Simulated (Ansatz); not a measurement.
Ansatz input

```yaml
crystal:
  lattice:
    - [-1.3779765466, 1.3779765466, 1.3779765466]
    - [1.3779765466, -1.3779765466, 1.3779765466]
    - [1.3779765466, 1.3779765466, -1.3779765466]
  atoms:
    - { symbol: Ni, position: [0.0, 0.0, 0.0] }
hamiltonian:
  xc: r2scan
  pseudopotentials:
    kind: paw_fr
    azcp:
      Ni: "pseudopotentials/Ni.paw.azcp"
basis:
  ecutwfc: 500
  fft_grid_basis: typed
kpoints:
  mp_grid: { grid: [16, 16, 16], shift: [0, 0, 0] }
magnetization:
  noncollinear: true
  spin_orbit: true
scf:
  occupations: { method: fermi_dirac, width: 0.1 }
```

and its output:

```
Engine: ansatz 0.2.0, x86_64-unknown-linux-gnu
Pseudopotentials: kind: paw_fr
Pseudopotential: Ni, paw_fr, valence charge 18, recommended cutoff 500 eV (meta_gga) 
Functional definition: r2SCAN
  parameter k0 = 0.174
  parameter k1 = 0.065
  parameter a1 = 4.9479
  exchange = r2scan_x(k0 = k0, k1 = k1, a1 = a1)
  correlation = r2scan_c
non-collinear run that drives no moment, with spin-orbit: no starting moment large enough to seed its density (crystal.atoms[].spin), no starting occupations that ask for one, no magnetisation constraint and no magnetic field, so the semilocal B_xc is pinned to zero
Crystal: 1 atoms, lattice volume = 10.466 Å³
Basis set: ecut = 500 eV, 249 PW (Γ), exchange–correlation on 72×72×72 points (64 copies of the dense FFT grid, shifted against one another)
Bands: 26, of which v1, the nominal top of the filled ones, is band 18 counted from 1 (17 counted from 0)
Symmetry: 48 space group operations + 48 with time reversal
Magnetic group: BNS 229.141 (UNI 1643), of the structure as read, at distance tolerance 2.2e-5 Å
k-points: 145 of 4096
Projection manifold: j_resolved (fully-relativistic pseudo-atomic orbitals)
Non-local potential: Ni, projectors of the file, l = 0: 3, l = 1: 4, l = 2: 6, l = 3: 2
PAW form: soft (Blöchl's): semilocal exchange-correlation on the pseudo side does not see the compensation charge
PAW frozen core: Ni, regenerated for the run's functional (the file was generated under x = pbe(κ = 0.804, μ = 0.2195149727645171), c = pbe(β = 0.06672455060314922))
PAW one-centre angular grid: Ni, 590 points (default); XC on 160 Gauss nodes
Initial density: superposition of atomic densities (chi_scale 0.1, normalization cell)
Initial wavefunctions: pseudopotential atomic-orbital guess
Functional: x = r2scan, c = r2scan; τ floored in thin density (d = 2e-4 eV/Å³)
iter 1 solved again at ethr=7.67e-4 eV; its pass at ethr=3.10e-3 eV (dr2=1.38e-1 eV) is discarded
SCF iter   1: F=—  HF=-5843.519276 eV  |F-HF|=—  |Δ(HF+E_count)|=         —  Δρ=5.46e-2  dr2=1.36e-1  dr2_τ=7.49e-3  dr2_m=0.00e0 (ungated)  ethr=7.67e-4  |M|=0.00e0 ∫|m|=0.00e0 μB  |m|>n=0.0e0 m-floor=0.0e0 τ_xc=0.0e0  β_m=0.30  ⟨swp⟩=1.7  Hψ=12119  notcnv=0
SCF iter   2: F=—  HF=-5843.595878 eV  |F-HF|=—  |Δ(HF+E_count)|=   7.66e-2  Δρ=1.87e-2  dr2=4.82e-3  dr2_τ=4.67e-4  dr2_m=0.00e0 (ungated)  ethr=7.54e-4  |M|=0.00e0 ∫|m|=0.00e0 μB  |m|>n=0.0e0 m-floor=0.0e0 τ_xc=0.0e0  β_m=0.36  ⟨swp⟩=3.2  Hψ=3451  notcnv=0
SCF iter   3: F=—  HF=-5843.610670 eV  |F-HF|=—  |Δ(HF+E_count)|=   1.48e-2  Δρ=2.18e-2  dr2=2.15e-2  dr2_τ=1.04e-4  dr2_m=0.00e0 (ungated)  ethr=2.68e-5  |M|=0.00e0 ∫|m|=0.00e0 μB  |m|>n=0.0e0 m-floor=0.0e0 τ_xc=0.0e0  β_m=0.37  ⟨swp⟩=2.0  Hψ=3715  notcnv=0
SCF iter   4: F=—  HF=-5843.618418 eV  |F-HF|=—  |Δ(HF+E_count)|=   7.75e-3  Δρ=6.76e-3  dr2=2.50e-3  dr2_τ=3.63e-6  dr2_m=0.00e0 (ungated)  ethr=2.68e-5  |M|=0.00e0 ∫|m|=0.00e0 μB  |m|>n=0.0e0 m-floor=0.0e0 τ_xc=0.0e0  β_m=0.44  ⟨swp⟩=2.2  Hψ=3948  notcnv=0  defer=98
SCF iter   5: F=—  HF=-5843.617743 eV  |F-HF|=—  |Δ(HF+E_count)|=   6.75e-4  Δρ=6.37e-4  dr2=2.03e-5  dr2_τ=5.18e-8  dr2_m=0.00e0 (ungated)  ethr=1.39e-5  |M|=0.00e0 ∫|m|=0.00e0 μB  |m|>n=0.0e0 m-floor=0.0e0 τ_xc=0.0e0  β_m=0.72  ⟨swp⟩=2.1  Hψ=2698  notcnv=0  defer=102
SCF iter   6: F=—  HF=-5843.617739 eV  |F-HF|=—  |Δ(HF+E_count)|=   3.87e-6  Δρ=3.72e-4  dr2=7.50e-6  dr2_τ=1.36e-8  dr2_m=0.00e0 (ungated)  ethr=1.13e-7  |M|=0.00e0 ∫|m|=0.00e0 μB  |m|>n=0.0e0 m-floor=0.0e0 τ_xc=0.0e0  β_m=0.86  ⟨swp⟩=2.6  Hψ=3111  notcnv=0  defer=102
SCF iter   7: F=-5843.617738 eV  HF=-5843.617738 eV  |F-HF|=5.33e-8  |Δ(HF+E_count)|=   1.10e-6  Δρ=3.06e-5  dr2=4.86e-8  dr2_τ=3.49e-10  dr2_m=0.00e0 (ungated)  ethr=5.56e-10  |M|=0.00e0 ∫|m|=0.00e0 μB  |m|>n=0.0e0 m-floor=0.0e0 τ_xc=0.0e0  ⟨swp⟩=2.9  Hψ=6650  notcnv=0
SCF 1 converged in 7 iterations: F = -5843.617738 eV  dr2 = 4.86e-8
SCF converged after 7 iterations
Magnetization: |M| = 0.0000 μB,  M = (+0.0000, +0.0000, +0.0000) μB
Absolute magnetization: 0.0000 μB (∫|m|)
  site 0: m = (+0.0000, +0.0000, +0.0000) μB, |m| = 0.0000 μB  (R = 0.98 Å)
Free energy (F): -5843.617738 eV
Harris-Foulkes:  -5843.617738 eV  (|F-HF|=5.33e-8)
Internal energy: -5843.557653 eV  (E = F + TS)
E sigma→0 (E₀):  -5843.587696 eV
Entropy (-TS):   -0.060085 eV (-60.085 meV/atom)
Fermi energy:    18.637045 eV
--- Per-component energies (eV) ---
  E_band       = -293.872133
  E_kinetic    = 283.050184
  E_local      = -3382.183644  (includes V_loc(G=0)·N_el)
  E_nonlocal   = 641.289861
  E_hartree    = 1417.246727
  E_xc         = -78.873787
  E_vxc        = -117.058401  (∫ρ·V_xc dr)
  E_paw        = -1643.402676  (= ΣΔE_a)
  E_vpaw       = -562.138948  (= ΣTr[D̂ρ^β])
  E_aug_tail   = 0.000245  (compensation charges beyond the density's cutoff)
  E_vtau       = 8.658300  (kinetic-family band-sum trace: ∫τ·v_τ [+ j·A + Jᵃ·Aᵃ] dr)
  E_ewald      = -3080.384351
  E_core_change = -0.300212  (= ΣΔE_core)
  E_smearing   = -0.060085  (= −TS)
  E_closure    = 0.000000  (closes the sum)
  Σ components = -5843.617738   (vs F -5843.617738, Δ=0.00e0)
```

Command:

```sh
ansatz run input.yaml --threads 1 --pin off --max-ram 3584MiB --backend cpu --events-out ev --progress --plain --runs-dir out
```

On 1 thread of Intel(R) Xeon(R) Platinum 8259CL CPU @ 2.50GHz (Skylake/Cascade Lake) (shared host) this took about 20 s of wall time and 20 s of CPU time.
